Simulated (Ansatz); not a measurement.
Cold compression of Ti (sc type)

```
Ti
1.0
     2.59581    0.00000    0.00000
     0.00000    2.59581    0.00000
     0.00000    0.00000    2.59581
Ti
1
Cartesian
  0.0000 0.0000 0.0000
```

The cell comes from a relaxation on PAW files under the same functional, begun from a prototype that needn't be the stable phase.

Its volume is scaled at fixed shape and fractional positions.

Computed with Ansatz 0.2.0; functional PBEsol, scalar-relativistic. Settings: a Γ-centred 14×14×14 k mesh, Fermi–Dirac smearing of 0.08 eV, no spin polarisation. Methods: LAPW: all electrons, basis error target 1 meV/atom; PAW: frozen-core files, cutoff 420 eV; crystal datasets: all electrons, by PAW datasets that the program makes for each cell; norm-conserving: pseudopotentials, cutoff 1143 eV; PAW (cutoff 250 eV): frozen-core files, cutoff 250 eV.

Energies are extrapolated to zero smearing and count from the unscaled cell; pressure is positive in compression; gaps take the mesh and a band path. No temperature or zero-point motion is included.

The PAW files were made under PBE. The structure type is held throughout; the real material can change phase at far lower pressure.

| V/V0 | V (Å³/atom) | P LAPW (GPa) | ΔE LAPW (eV/atom) | P PAW − LAPW (GPa) | ΔE PAW − LAPW (meV/atom) |
| --- | --- | --- | --- | --- | --- |
| 1.00 | 17.49 | -0.02 | 0.000 | 0.03 | 0.0 |
| 0.92 | 16.09 | ? | 0.031 | 0.04 | 0.3 |
| 0.84 | 14.69 | 19.96 | 0.149 | 0.03 | 0.6 |
| 0.76 | 13.29 | 37.3 | 0.393 | 0.02 | 0.8 |
| 0.68 | 11.89 | 62.9 | 0.823 | 0.02 | 1.0 |
| 0.60 | 10.49 | 103.4 | 1.530 | -0.02 | 1.0 |
| 0.52 | 9.10 | ? | 2.712 | -0.37 | -0.3 |
| 0.45 | 7.87 | 290.3 | 4.448 | -1.13 | -5.8 |

Give the missing entry: row "0.52", column "P LAPW (GPa)".

175.8.

Give the missing entry: row "0.92", column "P LAPW (GPa)".

8.15.

Fit the Vinet equation to the LAPW pressures over the whole range, with residuals weighted by 1/(|P| + 0.03·Pmax).

V0 = 17.51 Å³/atom, B0 = 77.3 GPa and B0′ = 4.15, and the fit misses no point by more than 11 GPa. A fit over so wide a range pins B0 less well than one near rest.

At the smallest volume, how far do crystal datasets and norm-conserving and PAW (cutoff 250 eV) lie from LAPW in pressure?

crystal datasets: 0.00 GPa; norm-conserving: -2.32 GPa; PAW (cutoff 250 eV): -13.63 GPa, on a LAPW pressure of 290.3 GPa.

How do the Löwdin populations by LAPW change from the unscaled cell to the last row?

Ti 3s 1.95 → 1.83, Ti 4s 0.82 → 0.48, Ti 3p 5.98 → 5.86, Ti 3d 3.13 → 3.79 electrons an atom. These are projections on the shells that the free atoms fill; 0.12 e a cell lies outside them at the start and 0.05 e at the end.
